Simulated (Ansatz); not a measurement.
Starting cell, BaHfO3 (cubic perovskite):

```
CELL_PARAMETERS angstrom
      8.41234     0.00000     0.00000
      4.20617     4.20617     0.00000
      0.00000     0.00000     4.20617
ATOMIC_POSITIONS crystal
  Ba 0.00000 0.00000 0.00000
  Ba 0.50000 0.00000 0.00000
  Hf 0.00000 0.50000 0.50000
  Hf 0.50000 0.50000 0.50000
  O  0.75000 0.50000 0.50000
  O  0.25000 0.50000 0.50000
  O  0.00000 0.50000 0.00000
  O  0.50000 0.50000 0.00000
  O  0.25000 0.00000 0.50000
  O  0.75000 0.00000 0.50000
```

A phonon eigenvector at M = (0.5, 0.5, 0.0) is frozen into this cell: atom i moves by Q times the vector below, so Q is the largest atomic displacement, in Å. The cell is held. It is one choice among 3 degenerate patterns. (q is in reciprocal vectors of the primitive cell; the cell shown is doubled to hold the pattern.)

```json
[
 {"atom": "Ba1", "x": "0.000", "y": "0.000", "z": "1.000"},
 {"atom": "Ba2", "x": "0.000", "y": "0.000", "z": "-1.000"}
]
```

Atoms not listed stay in place.

These are PBE (plane waves to 420 eV, PAW, scalar-relativistic; Ansatz, a quantum-chemistry and plane-wave program) values and carry that method's errors. k mesh 8×8×8 (Γ-centred), Fermi-Dirac smearing 0.05 eV. E stands for the smeared free energy. BaHfO3 is run without spin polarisation. BaHfO3 was relaxed with its symmetry unable to fall. Spin-orbit coupling is left out, though Hf is heavy. The zero of ΔE is the undisplaced structure.

Question: Estimate the ΔE (meV/cell) and −dE/dQ from forces (eV/Å) for Q (Å) = -0.083, -0.067, -0.033, 0.017, 0.033, 0.083.

Answer: 
```csv
Q (Å),ΔE (meV/cell),−dE/dQ from forces (eV/Å)
-0.083,21.5,0.518
-0.067,13.7,0.413
-0.033,3.4,0.206
0.017,0.9,-0.103
0.033,3.4,-0.206
0.083,21.5,-0.518
```

(For displaced atoms, the force is minus the slope of the energy, and its curvature is a force constant, which sets phonon frequencies.)
